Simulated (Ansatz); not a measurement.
Suppose Ge₃PdF₄ takes space group Pm-3m (No. 221), with Ge on 3d; Pd on 1b; F on 3c and 1a. The cell of Ge₃PdF₄ is invented: ordered mixture on the cation sites of rock salt (occupants of the shared sites, in ratio, Ge: 3, Pd: 1).

These are results of DFT PBE, scalar-relativistic, plane waves, PAW in Ansatz 0.2.0, not measurements. Cutoff 420 eV, Γ-centred mesh, Gaussian smearing, no spin polarisation.

The zero of energy is the elements' standard structures at the same level (F₂ as a molecule); no fitted shifts are applied.

Question: Give the relaxed lattice parameters and positions.

Answer:

Space group Pm-3m (No. 221). a = 5.036 Å, b = 5.036 Å, c = 5.036 Å, α = 90.00°, β = 90.00°, γ = 90.00°
```
atom  site  symmetry       x       y       z
  Ge    3d    4/mm.m  0.5000  0.0000  0.0000
  Pd    1b      m-3m  0.5000  0.5000  0.5000
   F    3c    4/mm.m  0.0000  0.5000  0.5000
   F    1a      m-3m  0.0000  0.0000  0.0000
```

Ge is surrounded by 6 F at 2.52 Å (long contacts); Pd has 6 F at 2.52 Å; F on a site of symmetry 4/mmm has 2 Pd at 2.52 Å and 4 Ge at 2.52 Å; F on a site of symmetry m-3m has 6 Ge at 2.52 Å (long contacts).

Question: And its energy and gap?

Answer: The formation energy is −0.69 eV/atom. The gap on the 8×8×8 mesh of the 8-atom cell is 0 eV (a metal). It lies below the elements, which doesn't yet make it stable against other compounds or structures.

The last run used Gaussian smearing of 0.10 eV. The cell is a metal run without spin; a magnetic state may lie lower. Symmetry constrained the relaxation, so the result can be a saddle point.
